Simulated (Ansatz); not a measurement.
A trial structure of AgPtC4N4 was built thus: two interpenetrating cyanide-bridged diamond nets (P-43m, No. 215). Its size is a rough estimate.

```
CELL_PARAMETERS angstrom
6.01253 0.00000 0.00000
0.00000 6.01253 0.00000
0.00000 0.00000 6.01253
ATOMIC_POSITIONS crystal
Ag 0.50000 0.50000 0.50000
Pt 0.00000 0.00000 0.00000
C 0.18408 0.18408 0.18408
C 0.18408 0.81592 0.81592
C 0.81592 0.18408 0.81592
C 0.81592 0.81592 0.18408
N 0.29643 0.29643 0.29643
N 0.29643 0.70357 0.70357
N 0.70357 0.29643 0.70357
N 0.70357 0.70357 0.29643
```

The calculation used Ansatz 0.2.0, DFT PBE, scalar-relativistic, plane waves, PAW. Cutoff 420 eV, Gaussian smearing, Γ-centred meshes. Cell and atoms relax first on a coarse mesh and then on a converged one. In between, the cell is made exact in the group found at 0.06 Å. The steps can't lower the symmetry of their start. Collinear spin is switched on along the way, since trial moments persisted in a coarse test.

A guess keeps its type if space group and coordination stay and the shape of the cell changes little (axis ratios within about 15 %, angles within 6°); the volume may change.

Problem. Will the relaxed cell still be of the starting type?

Solution. It keeps its type. The symmetry stays P-43m (No. 215). The volume per atom grows by 10.3 %, from 21.7 to 24.0 Å³. The shortest distance stays 1.17 Å (C–N). Counting neighbours within 15 % of an atom's shortest distance, the start has Ag 4, C 1, N 1, Pt 4 and the end Ag 4, C 1, N 1, Pt 4.

The last run used collinear spin, a 6×6×6 mesh for its 10-atom cell and Gaussian smearing of 0.01 eV. Spin–orbit coupling, which can matter for Pt, is left out. The magnetic state reached may not be the lowest. Symmetry constrained the relaxation, so the result can be a saddle point.
